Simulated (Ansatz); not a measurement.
Input deck for Ansatz 0.2.0, then the block of the output on the nuclei.

The cell is a diffraction structure from the COD, ions relaxed with PBE at fixed cell.

```yaml
crystal:
  lattice:
    - [8.1849, 0.0, 0.0]
    - [0.0, 10.3302, 0.0]
    - [0.0, 0.0, 4.7112]
  atoms:
    - { symbol: Cs, position: [0.3901404814, 0.8329790535, 0.5] }
    - { symbol: Cs, position: [0.6098595186, 0.1670209465, 0.5] }
    - { symbol: Cs, position: [0.8901404814, 0.6670209465, 0.5] }
    - { symbol: Cs, position: [0.1098595186, 0.3329790535, 0.5] }
    - { symbol: Hg, position: [0.5, 0.5, 0.0] }
    - { symbol: Hg, position: [0.0, 0.0, 0.0] }
    - { symbol: Se, position: [0.226395818, 0.5956455217, 0.0] }
    - { symbol: Se, position: [0.773604182, 0.4043544783, 0.0] }
    - { symbol: Se, position: [0.726395818, 0.9043544783, 0.0] }
    - { symbol: Se, position: [0.273604182, 0.0956455217, 0.0] }
kpoints:
  mp_grid: { grid: [4, 3, 6] }
scf:
  occupations: { method: fermi_dirac, width: 0.02 }
hamiltonian:
  xc: r2scan
  pseudopotentials: { kind: paw }
output:
  forces: true
  stress: true
  populations: true
  efg:
    quadrupole_moments_barn: { Cs: -0.00343, Hg: 0.387 }
    contact_densities: true
```

```sh
ansatz run input.yaml --threads 1 --pin off --max-ram 3072MiB --backend cpu --events-out ev --progress --plain --runs-dir out
```

Of the output, the block on the nuclei alone is shown; the set-up, the SCF iterations, energies, forces and stress are cut.

```
--- PAW observables at the nuclei: V_zz in 10²¹ V/m², potentials from the cell's mean, atoms counted from 1 ---
  atom   1  Cs V_zz =    +7.791032   η = 0.2823   by run symmetry: allowed   C_q = -0.6462 MHz
            electrostatic potential = -9373.256035 V   contact ρ = 1899494.762347 e/Å³
  atom   2  Cs V_zz =    +7.791032   η = 0.2823   by run symmetry: allowed   C_q = -0.6462 MHz
            electrostatic potential = -9373.256035 V   contact ρ = 1899494.762347 e/Å³
  atom   3  Cs V_zz =    +7.791032   η = 0.2823   by run symmetry: allowed   C_q = -0.6462 MHz
            electrostatic potential = -9373.256035 V   contact ρ = 1899494.762347 e/Å³
  atom   4  Cs V_zz =    +7.791032   η = 0.2823   by run symmetry: allowed   C_q = -0.6462 MHz
            electrostatic potential = -9373.256035 V   contact ρ = 1899494.762347 e/Å³
  atom   5  Hg V_zz =   -71.149202   η = 0.0159   by run symmetry: allowed   C_q = -665.7871 MHz
            electrostatic potential = -16785.201987 V   contact ρ = 14123355.728449 e/Å³
  atom   6  Hg V_zz =   -71.149202   η = 0.0159   by run symmetry: allowed   C_q = -665.7871 MHz
            electrostatic potential = -16785.201987 V   contact ρ = 14123355.728449 e/Å³
  atom   7  Se V_zz =   +37.307632   η = 0.0126   by run symmetry: allowed
            electrostatic potential = -4709.864294 V   contact ρ = 262655.579752 e/Å³
  atom   8  Se V_zz =   +37.307632   η = 0.0126   by run symmetry: allowed
            electrostatic potential = -4709.864294 V   contact ρ = 262655.579752 e/Å³
  atom   9  Se V_zz =   +37.307632   η = 0.0126   by run symmetry: allowed
            electrostatic potential = -4709.864294 V   contact ρ = 262655.579752 e/Å³
  atom  10  Se V_zz =   +37.307632   η = 0.0126   by run symmetry: allowed
            electrostatic potential = -4709.864294 V   contact ρ = 262655.579752 e/Å³
```

Hardware: 1 thread of Arm Neoverse V1 (aarch64; 8 cores open to the job, memory cap 3.0 GiB, no GPU), a shared host with a load of 0.6 a core. Wall time 2.6 min, CPU time 2.6 min, peak memory 1.7 GiB.

Spin–orbit coupling is left out, which shifts gradients on Hg by a few per cent, and by more where contributions nearly cancel.
